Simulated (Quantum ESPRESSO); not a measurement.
**Kohn-Sham bands of ZrN (rock salt)**

```xyz
2
Lattice="0.0000 2.2943 2.2943 2.2943 0.0000 2.2943 2.2943 2.2943 0.0000" Properties=species:S:1:pos:R:3 pbc="T T T"
Zr     2.2943     2.2943     2.2943
N      0.0000     0.0000     0.0000
```

Materials Project entry mp-1352; symmetrised, unrelaxed at this level. COD (Crystallography Open Database) has an entry of this formula and space group (matched by these alone). Level: PBEsol, no spin polarisation, no spin-orbit coupling; pw.x of Quantum ESPRESSO at 68 Ry with PseudoDojo potentials, 12×12×12 k-points, Wannier90. Density: 12×12×12 mesh, cold smearing 0.01 Ry.

Energies are relative to the Fermi level; weights are on the orthonormalised atomic waves of the pseudopotential files, averaged over the group. 17 electrons a cell are treated as valence.

```csv
bands,from (eV),to (eV),filling,weight on atomic waves
1,-49.43,-49.25,filled,(withheld)
2–4,-28.25,-27.08,filled,(withheld)
5,-16.16,-13.92,filled,(withheld)
```

Problem. Which atomic shells make up each group?

Solution. 
- 1, weight on atomic waves: Zr 4s 94 %
- 2–4, weight on atomic waves: Zr 4p 96 %
- 5, weight on atomic waves: N 2s 70 %, Zr 4d 16 %, Zr 5s 8 %

No gap over 0.05 eV opens at the Fermi level at this level of theory.
